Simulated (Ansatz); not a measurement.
Relaxed SiO$_{2}$ (rutile):

```xyz
6
Lattice="4.1852 0.0000 0.0000 0.0000 4.1852 0.0000 0.0000 0.0000 2.6688" Properties=species:S:1:pos:R:3 pbc="T T T"
Si     2.0926     2.0926     1.3344
Si     0.0000     0.0000     0.0000
O      3.3737     3.3737     1.3344
O      1.2811     2.9041     0.0000
O      2.9041     1.2811     0.0000
O      0.8115     0.8115     1.3344
```

A phonon eigenvector at Γ is frozen into this cell: atom i moves by Q times the vector below, so Q is the largest atomic displacement, in Å. The cell is held.

| atom | x | y | z |
|---|---|---|---|
| Si1 | 0.000 | 0.000 | -0.486 |
| Si2 | 0.000 | 0.000 | 0.486 |
| O3 | 0.000 | 0.000 | -1.000 |
| O4 | 0.000 | 0.000 | 1.000 |
| O5 | 0.000 | 0.000 | 1.000 |
| O6 | 0.000 | 0.000 | -1.000 |

Computed with r2SCAN (plane waves to 500 eV, PAW, scalar-relativistic; Ansatz, an electronic-structure program). k mesh 8×8×12 (Γ-centred), Fermi-Dirac smearing 0.05 eV. E stands for the smeared free energy. SiO2 was relaxed with its symmetry unable to fall. The zero of ΔE is the undisplaced structure.

```json
[
 {"Q (Å)": "-0.180", "ΔE (eV/cell)": "2.666"},
 {"Q (Å)": "-0.120", "ΔE (eV/cell)": "1.178"},
 {"Q (Å)": "-0.060", "ΔE (eV/cell)": "0.293"},
 {"Q (Å)": "0.000", "ΔE (eV/cell)": "0.000"},
 {"Q (Å)": "0.060", "ΔE (eV/cell)": "0.293"},
 {"Q (Å)": "0.120", "ΔE (eV/cell)": "1.178"},
 {"Q (Å)": "0.180", "ΔE (eV/cell)": "2.666"}
]
```

Question: Which DFPT wavenumber at Γ belongs to this mode?
A) 957 cm⁻¹
B) 576 cm⁻¹
C) 757 cm⁻¹
D) 232 cm⁻¹

Answer: C, 757 cm⁻¹. The curvature of the scan gives 757 cm⁻¹

(A displaced cell: forces are minus the slopes of the energy, force constants its curvatures, and phonons follow from these.)
